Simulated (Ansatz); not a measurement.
The elements of this relaxed trial crystal are hidden behind letters.

```
lattice vectors (Å)
   5.4055    0.0000    0.0000
  -2.7028    4.6813    0.0000
   0.0000    0.0000    6.3131
fractional positions
X 0.0000 0.0000 0.0000
Z 0.6667 0.3333 0.2461
Z 0.6667 0.3333 0.7539
Q 0.0000 0.0000 0.5000
Q 0.3333 0.6667 0.0000
Q 0.3333 0.6667 0.5000
```

All numbers below come from Ansatz, DFT PBE, scalar-relativistic, plane waves, PAW. Plane waves to 420 eV, a 12×12×6 mesh through Γ for the 6-atom cell and 0.10 eV Gaussian smearing; no spin polarisation.

* Space group: P-6m2 (No. 187)
* Conventional cell: a = 5.406 Å, c = 6.313 Å
* Volume per atom: 26.63 Å³
* Density: 6.46 g/cm³
* Energy over the elements: +0.11 eV/atom
* Gap on the 12×12×6 mesh of the 6-atom cell: 0 eV (a metal)

Energies are uncorrected and count from the elements' standard states at the same level.

**Question.** X is a p-block element of period 3, Z is a p-block element of period 5 and Q is a p-block element of period 5. Which elements are they?

**Answer.** X = Al, Z = In, Q = Sb, so the formula is AlIn2Sb3. Density times volume gives a mean mass of 6.46 × 26.63/1.6605 = 103.6 u per atom, and this set has 103.6 u. Around Al lie 5 Sb at 3.12–3.16 Å and 6 In at 3.49 Å; In has 2 In at 3.11–3.21 Å, 3 Al at 3.49 Å and 9 Sb at 3.49–3.51 Å; Sb on its first site is surrounded by 3 Sb at 3.12 Å, 2 Al at 3.16 Å and 6 In at 3.51 Å; 2 more sites not described. Other sets within the hints have nearly the same mass, so mass alone doesn't settle it; this one was computed.

Spin–orbit coupling, which can matter for Sb, is left out. Symmetry constrained the relaxation, so the result can be a saddle point.
